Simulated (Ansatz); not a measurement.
Consider the following.

NaF:
```cif
data_F4Na4
_chemical_formula_sum 'Na4 F4'
_space_group_name_H-M_alt 'Fm-3m'
_space_group_IT_number 225
_space_group_name_Hall '-F 4 2 3'
_cell_length_a 4.50242
_cell_length_b 4.50242
_cell_length_c 4.50242
_cell_angle_alpha 90.000
_cell_angle_beta 90.000
_cell_angle_gamma 90.000
loop_
_atom_site_label
_atom_site_type_symbol
_atom_site_symmetry_multiplicity
_atom_site_Wyckoff_symbol
_atom_site_fract_x
_atom_site_fract_y
_atom_site_fract_z
_atom_site_occupancy
Na1 Na 4 a 0.00000 0.00000 0.00000 1
F1 F 4 b 0.50000 0.50000 0.50000 1
```
(The calculation used a cell of 2 atoms; values per cell refer to that cell.)

This is the LDA-relaxed structure.

All from plane-wave PAW LDA (Ansatz code), unless another level is named. Estimate the bulk modulus (Birch–Murnaghan fit).

61.2 GPa.

Give the vibrational entropy at 300 K.

24.1 J/(K·mol of atoms).

Symmetry was held in the LDA relaxation.

Potentials: the earlier of the program's two PAW sets. The files were generated under PBE; for other functionals the program regenerates the frozen cores, and for LDA and PBEsol the local potential too.
